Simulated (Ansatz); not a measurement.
Sr3Al2Ge4 in space group C2/m (No. 12; Pearson symbol mS18), r²SCAN in the plane-wave PAW code Ansatz, all energies at zero smearing, with the estimated change up to a 700 eV cutoff added, with one set of potentials and settings (totals compare only within such a set). Cell of 9 atoms (3 Sr, 2 Al, 4 Ge): -28963.154 eV.

```json
[
 {"element": "Sr", "reference phase": "P6_3/mmc, 2 atoms in the cell", "E (eV/atom)": "-3555.1144"},
 {"element": "Al", "reference phase": "Fm-3m, 1 atoms in the cell", "E (eV/atom)": "-540.4083"},
 {"element": "Ge", "reference phase": "Fd-3m, 2 atoms in the cell", "E (eV/atom)": "-4302.9041"}
]
```

Formation energy per atom, worked out: (-28963.154 − 3×(-3555.1144) − 2×(-540.4083) − 4×(-4302.9041))/9 = -0.598 eV/atom (-58 kJ per mol of atoms), at 0 K, without zero-point energy or fitted corrections.

The first step of the workflow began from a Materials Project structure, measured or hypothetical; the Crystallography Open Database copy checked does not list it. Whether it is the stable phase at ambient conditions was not checked. The r²SCAN relaxation kept the symmetry of its start; its stability against distortions is not shown here. The references are the lowest solids computed at this level, not always the standard phases.

Potentials: the later of the program's two PAW sets.
